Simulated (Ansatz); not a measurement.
**RbEuS2 (R-3m): exchange couplings and spin waves by the force theorem**

These are results of DFT, PBEsol, PAW with Ansatz's default frozen-core files, scalar-relativistic in Ansatz, not measurements.

Command: `ansatz run input.yaml --threads 2 --pin off --max-ram 6144MiB --backend cpu --events-out ev --progress --plain --runs-dir out`

```yaml
crystal:
  lattice:
    - [2.063, 1.1910736053, 7.63]
    - [-2.063, 1.1910736053, 7.63]
    - [0.0, -2.3821472107, 7.63]
  atoms:
    - { symbol: Rb, position: [0.0, 0.0, 0.0] }
    - { symbol: Eu, position: [0.5, 0.5, 0.5], spin: 6.3 }
    - { symbol: S, position: [0.2319, 0.2319, 0.2319], spin: -0.2 }
    - { symbol: S, position: [0.7681, 0.7681, 0.7681], spin: -0.2 }
magnetization:
  spin_polarized: true
kpoints:
  mp_grid: { grid: [6, 6, 6] }
  band_path:
    path:
      - [0.0, 0.0, 0.0]
      - [0.5, 0.5, 0.5]
      - [0.8170876918, 0.1829123082, 0.5]
      - [0.5, -0.1829123082, 0.1829123082]
      - [0.5, 0.0, 0.0]
      - [0.0, 0.0, 0.0]
      - [0.3414561541, -0.3414561541, 0.0]
      - [0.6585438459, 0.0, 0.3414561541]
      - [0.5, 0.0, 0.5]
    npoints: 8
scf:
  occupations: { method: fermi_dirac, width: 0.08 }
hamiltonian:
  xc: pbesol
  pseudopotentials: { kind: paw }
output:
  eigenvalues: false
  eigenstates:
    nscf_kmesh: { grid: [6, 6, 6] }
    top_band: c66
    exchange_couplings: { magnetic: [{ species: Eu }] }
  write_density: true
  write_potential: true
  elf: true
  volumetric_format: npy
```

The program prints:

```
Warning: where an SCF of this run starts from atoms to list the orders of its open shells, Eu (site 1, from 0) starts with 6.32 μB on its 4f shell, in the place of the 6.30 μB that the deck gives it: an open f shell starts with all that it can hold by Hund's first rule. To start from spheres of the given moment, type scf.initial_density.shell_occupations: []
settings of this run that can trade accuracy for cost: output.eigenvalues: false. Do not mix this run's numbers with those of runs without the same settings; the input reference describes each key
basis.fft_grid_basis auto: the FFT boxes are laid along the combinations [[1, -1, 0], [0, 1, 0], [0, -1, 1]] of the cell's own vectors, 4.126, 7.993 and 4.126 Å long. The dense box has 30×54×30 points. Along the cell's own vectors, as sized, it would have 54×54×54, 3.24 times as many. Of the 12 symmetry operations that the crystal satisfies within crystal.symmetry.tolerance (time reversal apart; o …
Engine: ansatz 0.2.0
Pseudopotentials: kind: paw
Pseudopotential: Rb, paw, valence charge 9, recommended cutoff 420 eV (normal), Rb.paw.azcp
Pseudopotential: Eu, paw, valence charge 17, recommended cutoff 420 eV (normal), Eu.paw.azcp
Pseudopotential: S, paw, valence charge 6, recommended cutoff 420 eV (normal), S.paw.azcp
Functional definition: PBEsol
  exchange = pbesol_x
  correlation = pbesol_c
Crystal: 4 atoms, lattice volume = 112.490 Å³
Basis set: ecut = 420 eV, 2197 PW (Γ), FFT grids on a1−a2, a2, −a2+a3
Bands: 27, of which v1, the nominal top of the filled ones, is band 19 counted from 1 (18 counted from 0)
Symmetry: 12 space group operations
Space group: R-3m (ITA 166), of the structure as read, at distance tolerance 4.8e-5 Å
Magnetic group: BNS 166.97 (UNI 1327), of the structure as read, at distance tolerance 4.8e-5 Å
k-points: 32 of 216
Non-local potential: Rb, projectors of the file, l = 0: 3, l = 1: 2, l = 2: 2
Non-local potential: Eu, projectors of the file, l = 0: 3, l = 1: 2, l = 2: 2, l = 3: 3
Non-local potential: S, projectors of the file, l = 0: 2, l = 1: 2, l = 2: 2
PAW form: soft (Blöchl's): semilocal exchange-correlation on the pseudo side does not see the compensation charge
PAW frozen core: Rb, regenerated for the run's functional, and the local potential with it (the file was generated under x = pbe(κ = 0.804, μ = 0.2195149727645171), c = pbe(β = 0.06672455060314922))
PAW frozen core: Eu, regenerated for the run's functional, and the local potential with it (the file was generated under x = pbe(κ = 0.804, μ = 0.2195149727645171), c = pbe(β = 0.06672455060314922))
PAW frozen core: S, regenerated for the run's functional, and the local potential with it (the file was generated under x = pbe(κ = 0.804, μ = 0.2195149727645171), c = pbe(β = 0.06672455060314922))
PAW one-centre angular grid: Rb, 110 points (default); XC on 64 Gauss nodes
PAW one-centre angular grid: Eu, 590 points (default); XC on 64 Gauss nodes
PAW one-centre angular grid: S, 110 points (default); XC on 64 Gauss nodes
Initial density: superposition of atomic densities (chi_scale 0.1, normalization cell, long waves kept (reshape's long-wave potential 0.21 eV rms))
Starting moments: Σ|m| = 6.7 μB on 3 of 4 sites
Initial wavefunctions: pseudopotential atomic-orbital guess
Functional: x = pbesol(κ = 0.804, μ = 0.12345679012345678), c = pbesol(β = 0.046)
SCF iter   1: F=—  HF=-13656.943099 eV  |F-HF|=—  |Δ(HF+E_count)|=         —  Δρ=1.70e-2 (↑1.70e-2 ↓1.67e-2)  dr2=3.07e0  dr2_m=1.25e-1  M=6.008 μB ∫|m|=6.722 μB  β_m=0.30  ethr=3.10e-3  ⟨swp⟩=7.2  Hψ=8971  notcnv=0
Mixer restart at iter 1: flushing history
preconditioner: auto → Kerker (q_TF=auto, 2.277 Å⁻¹)  [metal: Δε(μ)=0.014 eV  Ē_g=11.173 eV  σ=0.080 eV  W_gap=0.04  n_scr=28 (ndim 8)  ℏωp=20.4 eV  f_vac=0.000  D(μ)=4.69/eV (n_scr^D=36)]
spin=Collinear: Kerker preconditioning applied to the charge; magnetization (m = ρ↑ − ρ↓) channel mixes plain (no charge-response kernel on spin).
SCF iter   2: F=—  HF=-13657.356807 eV  |F-HF|=—  |Δ(HF+E_count)|=   4.14e-1  Δρ=1.25e-2 (↑1.21e-2 ↓1.25e-2)  dr2=2.07e0  dr2_m=5.50e-2  M=6.003 μB ∫|m|=6.717 μB  β_m=0.65  ethr=3.10e-3  ⟨swp⟩=1.5  Hψ=2538  notcnv=0  defer=43
SCF iter   3: F=—  HF=-13657.824603 eV  |F-HF|=—  |Δ(HF+E_count)|=   4.68e-1  Δρ=5.96e-3 (↑5.96e-3 ↓3.42e-3)  dr2=2.26e-1  dr2_m=6.04e-3  M=6.001 μB ∫|m|=6.780 μB  β_m=0.62  ethr=3.10e-3  ⟨swp⟩=3.7  Hψ=3811  notcnv=0  defer=52
SCF iter   4: F=—  HF=-13657.752010 eV  |F-HF|=—  |Δ(HF+E_count)|=   7.26e-2  Δρ=2.56e-3 (↑2.47e-3 ↓2.56e-3)  dr2=5.72e-2  dr2_m=1.56e-3  M=6.000 μB ∫|m|=6.777 μB  β_m=0.74  ethr=5.95e-4  ⟨swp⟩=3.8  Hψ=3431  notcnv=0  defer=56
SCF iter   5: F=—  HF=-13657.787119 eV  |F-HF|=—  |Δ(HF+E_count)|=   3.51e-2  Δρ=2.13e-3 (↑2.13e-3 ↓9.04e-4)  dr2=1.71e-2  dr2_m=6.57e-4  M=6.001 μB ∫|m|=6.837 μB  β_m=0.87  ethr=1.51e-4  ⟨swp⟩=2.3  Hψ=2651  notcnv=0  defer=64
SCF iter   6: F=—  HF=-13657.794044 eV  |F-HF|=—  |Δ(HF+E_count)|=   6.92e-3  Δρ=7.57e-4 (↑7.57e-4 ↓3.87e-4)  dr2=3.45e-3  dr2_m=8.15e-5  M=6.001 μB ∫|m|=6.863 μB  β_m=0.93  ethr=4.51e-5  ⟨swp⟩=2.0  Hψ=3158  notcnv=0  defer=68
SCF iter   7: F=—  HF=-13657.793900 eV  |F-HF|=—  |Δ(HF+E_count)|=   1.44e-4  Δρ=2.44e-4 (↑2.44e-4 ↓1.37e-4)  dr2=3.36e-4  dr2_m=9.86e-6  M=6.001 μB ∫|m|=6.871 μB  β_m=0.97  ethr=9.07e-6  ⟨swp⟩=2.0  Hψ=3428  notcnv=0  defer=69
SCF iter   8: F=—  HF=-13657.794097 eV  |F-HF|=—  |Δ(HF+E_count)|=   1.97e-4  Δρ=1.20e-4 (↑1.20e-4 ↓6.38e-5)  dr2=1.04e-4  dr2_m=2.54e-6  M=6.001 μB ∫|m|=6.868 μB  β_m=0.98  ethr=8.84e-7  ⟨swp⟩=2.4  Hψ=2697  notcnv=0  defer=69
SCF iter   9: F=—  HF=-13657.794125 eV  |F-HF|=—  |Δ(HF+E_count)|=   2.84e-5  Δρ=3.44e-5 (↑3.44e-5 ↓2.78e-5)  dr2=1.50e-5  dr2_m=1.65e-7  M=6.001 μB ∫|m|=6.868 μB  β_m=0.99  ethr=2.73e-7  ⟨swp⟩=2.5  Hψ=2703  notcnv=0  defer=69
SCF iter  10: F=—  HF=-13657.794131 eV  |F-HF|=—  |Δ(HF+E_count)|=   5.67e-6  Δρ=1.09e-5 (↑1.09e-5 ↓7.22e-6)  dr2=3.85e-7  dr2_m=2.17e-8  M=6.001 μB ∫|m|=6.868 μB  β_m=1.00  ethr=3.94e-8  ⟨swp⟩=2.1  Hψ=2653  notcnv=0  defer=69
SCF iter  11: F=—  HF=-13657.794131 eV  |F-HF|=—  |Δ(HF+E_count)|=   5.81e-7  Δρ=5.39e-6 (↑5.39e-6 ↓1.90e-6)  dr2=5.99e-8  dr2_m=6.83e-9  M=6.001 μB ∫|m|=6.868 μB  β_m=1.00  ethr=1.01e-9  ⟨swp⟩=2.0  Hψ=2676  notcnv=0  defer=69
iter 12 met the thresholds in force, and the SCF goes on: an eigenvalue changes by 1.45 meV, over its tolerance of 0.50 meV (output.eigenvalues, Limitations)
SCF iter  12: F=-13657.794132 eV  HF=-13657.794132 eV  |F-HF|=5.01e-8  |Δ(HF+E_count)|=   8.09e-8  Δρ=5.77e-6 (↑5.77e-6 ↓6.77e-7)  dr2=5.15e-8  dr2_m=7.67e-9  M=6.001 μB ∫|m|=6.868 μB  β_m=1.00  ethr=1.58e-10  ⟨swp⟩=6.0  Hψ=6972  notcnv=0
iter 13 met the thresholds in force, and the SCF goes on: an eigenvalue changes by 1.57 meV, over its tolerance of 0.50 meV (output.eigenvalues, Limitations)
SCF iter  13: F=-13657.794132 eV  HF=-13657.794132 eV  |F-HF|=6.07e-8  |Δ(HF+E_count)|=   3.65e-9  Δρ=6.46e-6 (↑6.46e-6 ↓2.64e-7)  dr2=5.78e-8  dr2_m=1.02e-8  M=6.001 μB ∫|m|=6.868 μB  β_m=1.00  ethr=1.36e-10  ⟨swp⟩=1.1  Hψ=4661  notcnv=0
Mixer restart at iter 13: flushing history
SCF iter  14: F=-13657.794131 eV  HF=-13657.794132 eV  |F-HF|=7.19e-8  |Δ(HF+E_count)|=   1.15e-9  Δρ=6.27e-6 (↑6.27e-6 ↓5.60e-7)  dr2=6.45e-8  dr2_m=8.83e-9  M=6.001 μB ∫|m|=6.868 μB  ethr=1.36e-10  ⟨swp⟩=1.1  Hψ=4601  notcnv=0
SCF 1 converged in 14 iterations: F = -13657.794131 eV  dr2 = 6.45e-8
  greatest PAW one-centre occupation: 1.000 electrons in one spin orbital (limit 2), on the Eu atom at site 1 (counted from 0), in its partial waves of l = 0
NSCF: frozen V_eff on 65 k-points
NSCF: frozen V_eff on 32 k-points
Exchange couplings: 0 of 2 parts done
Exchange couplings: 1 of 2 parts done
Exchange couplings: 0 of 2 parts done
Exchange couplings: 1 of 2 parts done
SCF converged after 14 iterations
an eigenvalue changed by more than its tolerance at an iteration that met the thresholds in force, so the SCF went on 2 times, its first undamped step at iteration 13: the last check found none over its tolerance
Magnetization: 6.0008 μB (22.0004 up, 15.9996 down)
Absolute magnetization: 6.8676 μB (∫|ρ↑−ρ↓|, with the PAW one-centre terms)
Spin contamination: 0.2894 ħ² per cell (⟨S²⟩ above its minimum at these occupations)
Per-site moments (μB) at R_I (Å): [(-0.006586775588061568, 1.3721700967551917), (6.300966986801344, 1.1597226549991222), (-0.17715821044884916, 1.1597226549991222), (-0.1771582104488492, 1.1597226549991229)]
Free energy (F): -13657.794131 eV
Harris-Foulkes:  -13657.794132 eV  (|F-HF|=7.19e-8)
Internal energy: -13657.705857 eV  (E = F + TS)
E sigma→0 (E₀):  -13657.749994 eV
Entropy (-TS):   -0.088274 eV (-22.069 meV/atom)
Fermi energy:    6.259338 eV
--- Per-component energies (eV) ---
  E_band       = -126.789272
  E_kinetic    = 769.872079
  E_local      = -3304.399679  (includes V_loc(G=0)·N_el)
  E_nonlocal   = 681.909857
  E_hartree    = 1250.714560
  E_xc         = -504.592751
  E_vxc        = -522.528081  (∫ρ·V_xc dr)
  E_paw        = -10011.289555  (= ΣΔE_a)
  E_vpaw       = -253.057622  (= ΣTr[D̂ρ^β])
  E_aug_tail   = 0.000002  (compensation charges beyond the density's cutoff)
  E_ewald      = -2540.754770
  E_core_change = 0.834400  (= ΣΔE_core)
  E_smearing   = -0.088274  (= −TS)
  E_closure    = 0.000000  (closes the sum)
  Σ components = -13657.794131   (vs F -13657.794131, Δ=0.00e0)
--- Band table (eV; the first three rows and the last of 64) ---
  k-point 0 ↑: bands = ["-34.3965", "-19.6711", "-13.0890", "-12.9043", "-12.9043", "-5.0301", "-4.7723", "-3.6391", "-3.6391", "-3.1753", "3.3931", "4.5732", "4.5732", "5.1650", "5.2653", "5.2653", "5.8171", "5.8279", "5.8279", "5.8407", "6.6444", "6.7706", "6.7706", "9.4406", "9.8874", "9.8874", "10.0100"]
  k-point 1 ↑: bands = ["-34.3937", "-19.6609", "-13.0688", "-12.9815", "-12.9189", "-4.9067", "-4.7267", "-3.7139", "-3.6694", "-3.2871", "3.6791", "4.4106", "4.6504", "4.8996", "5.2364", "5.2576", "5.8108", "5.8336", "5.8443", "5.8502", "6.2061", "6.5232", "6.5514", "9.6004", "10.0086", "10.4313", "10.7444"]
  k-point 2 ↑: bands = ["-34.3881", "-19.6403", "-13.1322", "-13.0244", "-12.9477", "-4.8411", "-4.5100", "-3.7951", "-3.7289", "-3.4863", "3.7806", "4.2117", "4.6227", "4.7805", "5.1531", "5.2418", "5.7756", "5.8312", "5.8584", "5.8621", "5.9214", "6.2591", "6.2730", "9.1696", "10.7414", "11.1831", "11.3426"]
  k-point 31 ↓: bands = ["-31.5741", "-19.6756", "-11.0854", "-10.8147", "-10.8147", "-5.4276", "-4.3487", "-3.6439", "-3.6439", "-3.4461", "3.8482", "4.6201", "4.6201", "4.8238", "5.7637", "5.7637", "9.7753", "10.3412", "10.3412", "10.3580", "10.4451", "10.4861", "10.4861", "10.5166", "10.6022", "10.6022", "10.8269"]
settings of this run that can trade accuracy for cost: output.eigenvalues: false. Do not mix this run's numbers with those of runs without the same settings; the input reference describes each key
```

exchange_couplings.tsv:

```
# site	partner	cell_1	cell_2	cell_3	displacement_x_ang	displacement_y_ang	displacement_z_ang	distance_ang	coupling_mev
# format = ansatz-exchange-couplings/3
# nscf_kmesh_grid = 6 6 6
# n_bands = 85
# mesh_fermi_ev = 6.2593
# occupation_method = fermi_dirac
# smearing_width_ev = 0.08
# xc_rung = gga
# a1_ang = 2.063 1.1911 7.63
# a2_ang = -2.063 1.1911 7.63
# a3_ang = 0 -2.3821 7.63
# atom = 0 Rb relaxed 0 0 0 -0.00084173 0.00051581 1.6025e-05 -
# atom = 1 Eu magnetic 0.5 0.5 0.5 6.061 14.542 0.16368 1
# atom = 2 S relaxed 0.2319 0.2319 0.2319 -0.031544 0.024422 -5.093e-05 -
# atom = 3 S relaxed 0.7681 0.7681 0.7681 -0.031544 0.024422 -5.093e-05 -
# moments = constrained
# kernel_scale = 1
# constrained_moments_mub = 6.2917
# turning_moments_mub = 5.9971
# rigid_open_turn_ev = 5.0648e-05
# field_residual = 0.00031574
# moved_by_upper_bands = 0.0082408
# mean_field_moved_by_upper_bands = 0.0057134
# mean_field_temperature_k = 338.1
# mean_field_q_frac = 0 0 0
# ordering_temperature_k = 168.5
# no_stiffness = unsettled
# whole_within_ang = 12.378
1	1	-1	0	1	-2.063	-3.5732	-7.8018e-12	4.126	6.5859
1	1	-1	1	0	-4.126	0	7.1054e-15	4.126	6.5859
1	1	0	-1	1	2.063	-3.5732	-7.8018e-12	4.126	6.5859
1	1	0	1	-1	-2.063	3.5732	7.8018e-12	4.126	6.5859
1	1	1	-1	0	4.126	0	7.1054e-15	4.126	6.5859
1	1	1	0	-1	2.063	3.5732	7.8018e-12	4.126	6.5859
1	1	-2	1	1	-6.189	-3.5732	-7.8018e-12	7.1464	0.12802
1	1	-1	-1	2	0	-7.1464	-1.5604e-11	7.1464	0.12802
1	1	-1	2	-1	-6.189	3.5732	7.8018e-12	7.1464	0.12802
1	1	1	-2	1	6.189	-3.5732	-7.8018e-12	7.1464	0.12802
1	1	1	1	-2	0	7.1464	1.5604e-11	7.1464	0.12802
1	1	2	-1	-1	6.189	3.5732	7.8018e-12	7.1464	0.12802
1	1	-1	0	0	-2.063	-1.1911	-7.63	7.9932	-0.0043823
1	1	0	-1	0	2.063	-1.1911	-7.63	7.9932	-0.0043823
1	1	0	0	-1	0	2.3821	-7.63	7.9932	-0.0043823
1	1	0	0	1	0	-2.3821	7.63	7.9932	-0.0043823
1	1	0	1	0	-2.063	1.1911	7.63	7.9932	-0.0043823
[...]
```

magnon_bands.tsv:

```
# distance_inv_ang	q_1	q_2	q_3	is_on_mesh	least_cost_mev	mode	energy_mev	sense
# format = ansatz-magnon-bands/1
# nscf_kmesh_grid = 6 6 6
# whole_turn_by_bands_mev = 81.797
# magnetic_atoms = 1
# least_rotation_mev = 0.16049
# least_rotation_q_frac = 0.16667 0.16667 0.16667
# least_rotation_pattern = 1 0
0	0	0	0	1	0	1	0	1
0.051468	0.0625	0.0625	0.0625	0	0.023862	1	0.015916	1
0.10294	0.125	0.125	0.125	0	0.092916	1	0.061974	1
0.1544	0.1875	0.1875	0.1875	0	0.1995	1	0.13306	1
0.20587	0.25	0.25	0.25	0	0.33066	1	0.22055	1
0.25734	0.3125	0.3125	0.3125	0	0.46829	1	0.31235	1
0.30881	0.375	0.375	0.375	0	0.59049	1	0.39385	1
0.36027	0.4375	0.4375	0.4375	0	0.67516	1	0.45032	1
0.41174	0.5	0.5	0.5	1	0.70549	1	0.47055	1
0.53246	0.53964	0.46036	0.5	0	3.8878	1	2.5931	1
0.65318	0.57927	0.42073	0.5	0	12.505	1	8.341	1
0.77389	0.61891	0.38109	0.5	0	24.329	1	16.227	1
0.89461	0.65854	0.34146	0.5	0	36.862	1	24.587	1
1.0153	0.69818	0.30182	0.5	0	47.98	1	32.002	1
1.136	0.73782	0.26218	0.5	0	56.257	1	37.522	1
1.2568	0.77745	0.22255	0.5	0	61.264	1	40.862	1
1.3775	0.81709	0.18291	0.5	0	63.42	1	42.3	1
1.4134	0.77745	0.13718	0.46036	0	63.483	1	42.342	1
1.4494	0.73782	0.091456	0.42073	0	63.527	1	42.372	1
1.4853	0.69818	0.045728	0.38109	0	63.554	1	42.39	1
1.5213	0.65854	0	0.34146	0	63.563	1	42.396	1
1.5572	0.61891	-0.045728	0.30182	0	63.554	1	42.39	1
1.5932	0.57927	-0.091456	0.26218	0	63.527	1	42.372	1
1.6291	0.53964	-0.13718	0.22255	0	63.483	1	42.342	1
1.665	0.5	-0.18291	0.18291	0	63.42	1	42.3	1
1.7347	0.5	-0.16005	0.16005	0	63.579	1	42.406	1
1.8043	0.5	-0.13718	0.13718	0	63.006	1	42.024	1
1.874	0.5	-0.11432	0.11432	0	61.741	1	41.18	1
1.9436	0.5	-0.091456	0.091456	0	59.905	1	39.956	1
2.0132	0.5	-0.068592	0.068592	0	57.767	1	38.53	1
2.0829	0.5	-0.045728	0.045728	0	55.735	1	37.175	1
2.1525	0.5	-0.022864	0.022864	0	54.268	1	36.196	1
2.2221	0.5	0	0	1	53.733	1	35.839	1
2.3334	0.4375	0	0	0	52.329	1	34.903	1
2.4446	0.375	0	0	0	48.096	1	32.079	1
2.5558	0.3125	0	0	0	41.052	1	27.381	1
2.6671	0.25	0	0	0	31.547	1	21.041	1
[...]
```

In the table E = −Σ J e_i·e_j over ordered pairs, so positive J favours parallel moments; the file's long notes are left out. Convergence in k wasn't tested.

Site moments (μB): Rb1 -0.01, Eu2 6.30, S3 -0.18, S4 -0.18. Cell moment 6.00 μB.

The magnetic group in the log treats spin as a scalar label, without spin–orbit coupling.

The PAW files were made with PBE; the program remakes their cores once for the run's functional and then keeps them frozen. Without U a semilocal functional puts the f levels too near the Fermi level, which can change moments and the order of magnetic states; site and cell moments are spin moments. Spin–orbit coupling is left out although heavy atoms are present. With open f shells a run can end in a state that isn't the lowest. The magnetic state is the one that this cell and start allow. It needn't be the compound's measured order, which may need a larger cell or be absent.

It took 3 min on 2 threads of Arm Neoverse V1 (shared host), peak memory 2.5 GiB.
